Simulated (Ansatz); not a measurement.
Input for Ansatz (plane-wave DFT), MgVOF2:

```yaml
crystal:
  lattice:
    - [3.161622738, 0.0, 0.0]
    - [-6.46805e-05, 4.1238400973, 0.0]
    - [-1.545560856, -2.0539687034, 4.8385784378]
  atoms:
    - { symbol: Mg, position: [0.32893, 0.329318, 0.65603] }
    - { symbol: V, position: [0.997743, 0.001333, 0.001436], spin: 2.45 }
    - { symbol: O, position: [0.94958, 0.452182, 0.9028] }
    - { symbol: F, position: [0.339374, 0.841037, 0.67979] }
    - { symbol: F, position: [0.655206, 0.161843, 0.322444] }
basis:
  ecutwfc: 280
kpoints:
  mp_grid: { grid: [1, 1, 1] }
hamiltonian:
  xc: rpbe
  dispersion: none
scf:
  occupations: { method: gaussian, width: 0.1 }
  lower_state_search: "off"
  n_extra_bands: 12
output:
  forces: true
  stress: true
  eigenvalues: true
  populations: true
magnetization:
  spin_polarized: true
```

Command:

```bash
ansatz run input.yaml --threads 1 --pin off --max-ram 1331MiB --backend cpu --events-out ev --progress --plain --runs-dir out
```

From the log (HF is the Harris–Foulkes energy, dr2 the density residual in eV):

```text
Crystal: 5 atoms, lattice volume = 63.086 Å³
Basis set: ecut = 280 eV, 673 PW (Γ), exchange–correlation on 36×48×60 points (8 copies of the dense FFT grid, shifted against one another)
Bands: 34, of which v1, the nominal top of the filled ones, is band 22 counted from 1 (21 counted from 0)
Symmetry: 1 space group operations
Space group: P1 (ITA 1), of the structure as read, at distance tolerance 4.0e-5 Å
k-points: 1
PAW frozen core: Mg, regenerated for the run's functional, and the local potential with it (the file was generated under x = pbe(κ = 0.804, μ = 0.2195), c = pbe(β = 0.0667))
PAW frozen core: V, regenerated for the run's functional, and the local potential with it (the file was generated under x = pbe(κ = 0.804, μ = 0.2195), c = pbe(β = 0.0667))
PAW frozen core: O, regenerated for the run's functional, and the local potential with it (the file was generated under x = pbe(κ = 0.804, μ = 0.2195), c = pbe(β = 0.0667))
PAW frozen core: F, regenerated for the run's functional, and the local potential with it (the file was generated under x = pbe(κ = 0.804, μ = 0.2195), c = pbe(β = 0.0667))
Initial density: superposition of atomic densities
Starting moments: Σ|m| = 2.45 μB on 1 of 5 sites
SCF iter   1: HF=-7046.792608 eV  Δρ=3.52e-1 (↑2.96e-1 ↓3.52e-1) dr2=3.48e2  dr2_m=1.68e0  M=0.905 μB ∫|m|=1.732 μB
spin=Collinear: Kerker preconditioning applied to the charge; magnetization (m = ρ↑ − ρ↓) channel mixes plain (no charge-response kernel on spin).
SCF iter   2: HF=-7037.114605 eV  Δρ=1.79e-1 (↑1.79e-1 ↓9.51e-2) dr2=4.33e1  dr2_m=1.76e0  M=1.000 μB ∫|m|=1.077 μB
spin=Collinear: Resta preconditioning applied to the charge; magnetization (m = ρ↑ − ρ↓) channel mixes plain (no charge-response kernel on spin).
SCF iter   3: HF=-7031.134364 eV  Δρ=6.63e-2 (↑6.63e-2 ↓6.27e-2) dr2=6.05e0  dr2_m=5.52e-1  M=2.943 μB ∫|m|=2.971 μB
SCF iter   4: HF=-7030.502936 eV  Δρ=2.86e-2 (↑2.39e-2 ↓2.86e-2) dr2=1.13e0  dr2_m=7.73e-2  M=3.000 μB ∫|m|=3.077 μB
   ...
iteration 44: the SCF's residuals had fallen too slowly under its mixing. It goes on by minimising its free energy, and can end on another state than longer mixing would; under `scf.algorithm: density_mixing` no SCF does so, but by `scf.convergence.dm_fallback`
SCF iter  50: HF=-7030.814985 eV  Δρ=6.09e-6 (↑6.09e-6 ↓5.75e-6) dr2=4.00e-8  dr2_m=2.76e-9  M=3.000 μB ∫|m|=3.082 μB
SCF iter  51: F=-7030.814985 eV  HF=-7030.814985 eV  Δρ=9.47e-7 (↑9.47e-7 ↓8.92e-7) dr2=1.00e-9  dr2_m=1.22e-10  M=3.000 μB ∫|m|=3.082 μB
SCF iter  52: F=-7030.814985 eV  HF=-7030.814985 eV  Δρ=9.47e-7 (↑9.47e-7 ↓8.90e-7) dr2=1.00e-9  dr2_m=1.22e-10  M=3.000 μB ∫|m|=3.082 μB
SCF 1 converged in 52 iterations: F = -7030.814985 eV  dr2 = 1.00e-9
SCF converged after 52 iterations
Stability not told: the lowest value that the SCF's own minimisation read on its close, 1.0e-1 (residual 1.9e-3), is positive but too near zero to vouch for directions that it does not look along: no lower mode is shown, and none is ruled out
Magnetization: 3.0000 μB (23.0000 up, 20.0000 down)
Absolute magnetization: 3.0822 μB (∫|ρ↑−ρ↓|, with the PAW one-centre terms)
Per-site moments (μB) at R_I (Å): [(8.2619e-5, 0.8171), (2.2383, 0.8729), (-0.0059, 0.8171), (0.0170, 0.8516), (0.0263, 0.9136)]
Free energy (F): -7030.814985 eV
E sigma→0 (E₀):  -7030.813763 eV
Entropy (-TS):   -0.002444 eV (-0.489 meV/atom)
Fermi energy:    8.854844 eV
--- Forces (eV/Å), atoms counted from 1 ---
  atom   1  Mg     0.03362417    -0.04815129     0.99939351
  atom   2  V      0.00854778    -0.08071511     1.61787634
  atom   3  O     -0.00496967    -0.02461759    -2.03250660
  atom   4  F     -0.00079649    -0.06390900     0.00097423
  atom   5  F     -0.03625443     0.21740259    -0.58590753
--- Stress (GPa, compression-positive) ---
       16.118202       0.002591       0.073029
        0.002629       6.280664       0.766359
        0.073027       0.766354       3.031784
  P = ⅓ Tr σ = 8.4769 GPa (84.769 kbar)
```

Settings here are deliberately varied, not converged. Forces of this functional on these PAW sets can be off by 10 %.